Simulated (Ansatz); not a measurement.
TiSe2:
```
CELL_PARAMETERS angstrom
      3.48229     0.00000     0.00000
     -1.74115     3.01575     0.00000
      0.00000     0.00000     5.86418
ATOMIC_POSITIONS crystal
  Ti 0.00000 0.00000 0.00000
  Se 0.33333 0.66667 0.26480
  Se 0.66667 0.33333 0.73520
```

Relaxed with PBE+D3(BJ). Special points in fractions of this cell's reciprocal vectors: Γ (0.000, 0.000, 0.000); M (0.500, 0.000, 0.000); K (0.333, 0.333, 0.000); A (0.000, 0.000, 0.500); L (0.500, 0.000, 0.500); H (0.333, 0.333, 0.500).

**Question.** List the band energies nearest the Fermi level at these points for PBE+D3(BJ) (plane waves, PAW; program Ansatz).

**Answer.** In eV from the Fermi level; about four levels below and three above (degenerate sets whole), none deeper than 8.9 eV; points with the same levels are listed once.

```csv
k,below,above
Γ,-5.68 -2.26 -2.26,0.35 0.51 0.51
M,-2.94 -2.88 -2.25 -1.43,0.04 1.47 1.89
K,-4.13 -4.13 -2.69 -2.69 -2.42,1.23 1.74 1.74
A,-3.74 -2.90 -2.18 -2.18,0.28 0.28 0.49 0.49
L,-2.55 -1.14 -0.86 -0.26,1.47 1.86 3.06
H,-3.84 -3.41 -2.12 -2.12,1.24 1.26 1.26
```

Space group P-3m1 (CdI2 type). Symmetry was held in the PBE+D3(BJ) relaxation. The run is not spin-polarised. Spin–orbit coupling is left out wherever it is not named.

Potentials: the later of the program's two PAW sets.
